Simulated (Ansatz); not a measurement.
AlN (zinc blende)

```xyz
2
Lattice="0.0000 2.1849 2.1849 2.1849 0.0000 2.1849 2.1849 2.1849 0.0000" Properties=species:S:1:pos:R:3 pbc="T T T"
N      3.2774     3.2774     3.2774
Al     0.0000     0.0000     0.0000
```

The slice is a {110} plane (indices of the conventional cell) through the point (0.000, 0.000, 0.000) (fractional), spanned by u = [100] and v = [1 -1 -1] in vectors of this cell: u (3.09 Å) and v (4.37 Å, at 90° to u). It covers one period; positions are fractions (u, v).

Calculation: r2SCAN (plane waves to 500 eV, PAW, scalar-relativistic; Ansatz, a quantum-chemistry and plane-wave program). k mesh 13×13×13. Near the nuclei the fields are pseudised (PAW); where an atom keeps semicore shells as valence, they peak there. AlN was relaxed with its symmetry unable to fall.

Task: The ELF has a maximum in the middle third of the N–Al line. Where, and how high?

Result: 0.88, 0.8 Å from N.

Task: What is the ELF at the midpoint of the shortest N–Al line in this plane (1.89 Å)?

Result: 0.9.

Task: What is the valence density on the shortest N–Al line in this plane (1.89 Å), at its midpoint?

Result: 0.69 e/Å³.

Task: Predict the map of the valence electron density on the slice.

Result: 
```
|   .:--------:.  |
|  ..::::::::::.. |
|...::........::..|
|:::::..    ..::::|
|-:::..      ..:::|
|::::..      ..:::|
|:::...      ...::|
|.....        ....|
|.................|
|    ...::::...   |
|    .::----::.   |
|   .::-====-::.  |
|  ..:-=++++=-:.. |
|  .:-+**##**+-:. |
|..:-=*#%%%%#*=-:.|
|.:-=+*%@@@@%*+=-:|
|::-=*#%@@@@%#*=-:|
|:-=+*#@@@@@@#*+=-|
|--=+*#@@@@@@#*+=-|
|:-=+*#%@@@@%#*+=-|
|.:-=+*#%%%%#*+=-:|
| .:=++**##**++=:.|
|  .:=++++++++=:. |
|   .--======--.  |
```
Scale: ten equal steps from -1.32 (start of ' ') to 0.56 (end of '@'), in the order ' .:-=+*#%@'. Values: log₁₀ of the valence density in e/Å³. The map has 17 points along u (one character each, u = 0 at the left) and 24 along v (v = 0 in the bottom row). The scale is logarithmic, as a density can span decades between atoms and voids.
